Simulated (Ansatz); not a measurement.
The calculation used Ansatz, DFT PBE, scalar-relativistic, plane waves, PAW. All cells share a 420 eV cutoff and Γ-centred k meshes spaced at most about 0.3 Å⁻¹ (2π included). No spin polarisation in the final relaxations.

All energies are static (0 K, no zero-point motion). All come from trial cells, and lower structures may exist.

Question: These unrelaxed guesses for CaBe2O3 are each relaxed within their symmetry. Order them by the energy at which they end, lowest first.
A.

```
Ca Be O
1.0
     2.09718   -4.43696    0.00000
     2.09718    4.43696    0.00000
     0.00000    0.00000    3.30268
Ca Be O
1 2 3
Direct
  0.00000 0.00000 0.00000
  0.65497 0.34503 0.50000
  0.34503 0.65497 0.50000
  0.14539 0.85461 0.50000
  0.85461 0.14539 0.50000
  0.50000 0.50000 0.00000
```

B.

```
Ca Be O
1.0
     2.64216   -4.02909    0.00000
     2.64216    4.02909    0.00000
     0.00000    0.00000    2.62999
Ca Be O
1 2 3
Direct
  0.50000 0.50000 0.00000
  0.21563 0.78437 0.00000
  0.78437 0.21563 0.00000
  0.00000 0.00000 0.00000
  0.50000 0.00000 0.50000
  0.00000 0.50000 0.50000
```

C.

```
Ca Be O
1.0
     2.41672    1.39529    3.63274
    -2.41672    1.39529    3.63274
     0.00000   -2.79059    3.63274
Ca Be O
1 2 3
Direct
  0.00000 0.00000 0.00000
  0.80695 0.80695 0.80695
  0.19305 0.19305 0.19305
  0.00000 0.00000 0.50000
  0.50000 0.00000 0.00000
  0.00000 0.50000 0.00000
```

D.

```
Ca Be O
1.0
     3.01981    0.00000    0.00000
     0.00000    3.01981    0.00000
     0.00000    0.00000    6.41102
Ca Be O
1 2 3
Direct
  0.00000 0.00000 0.62515
  0.50000 0.50000 0.72860
  0.00000 0.00000 0.27024
  0.50000 0.00000 0.99856
  0.00000 0.50000 0.99856
  0.50000 0.50000 0.37889
```

Answer: D (ends in P4mm, 0 meV/atom), C (ends in R-3m, 56 meV/atom), A (ends in Cmmm, 147 meV/atom), B (ends in Cmmm, 243 meV/atom).

Weakly bound directions are ill-defined at this level, which has no dispersion term (P4mm), and this can change margins and order among such cells. Cells relaxed within their symmetry can be saddle points. Some candidate types were left out of the draw beforehand, so a known form may be missing.
